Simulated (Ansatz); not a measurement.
**NbRu (P4/mmm): the size of the finite step**

```
CELL_PARAMETERS angstrom
3.05198 0.00000 0.00000
0.00000 3.05198 0.00000
0.00000 0.00000 3.38940
ATOMIC_POSITIONS crystal
Nb 0.00000 0.00000 0.00000
Ru 0.50000 0.50000 0.50000
```

Conventional cell: a = 3.052 Å, b = 3.052 Å, c = 3.389 Å, α = 90.00°, β = 90.00°, γ = 90.00°. Around Nb (atom 1) lie 8 Ru at 2.74 Å and 4 Nb at 3.05 Å. Ru (atom 2) is surrounded by 8 Nb at 2.74 Å and 4 Ru at 3.05 Å.

Level of theory, where no other is named: r²SCAN, PAW on Ansatz 0.2.0's default frozen-core files (fitted under PBE), scalar-relativistic. k mesh 14×14×14, strains of ±0.005, Fermi-Dirac smearing of 0.100 eV, cutoff 500 eV. The cell was relaxed by PAW under this functional.

Elastic constants come from stresses at strains of ±0.005 (two-point stencil): C11 = 347.0, C12 = 198.1, C13 = 200.5, C33 = 340.6, C44 = 51.6, C66 = 55.3 GPa. What does an amplitude of 0.02 give?

C11 = 344.1, C12 = 198.9, C13 = 202.5, C33 = 337.3, C44 = 52.2, C66 = 55.6 GPa. A large step picks up anharmonic terms.

Known limits: frozen-core PAW files fitted under PBE, their cores solved anew for the functional of the run; responses of metals move with mesh and smearing; the softest shear constant rests on one k mesh, and a soft shear can herald a distortion on cooling; elastic stability says nothing of phonons or of other phases.
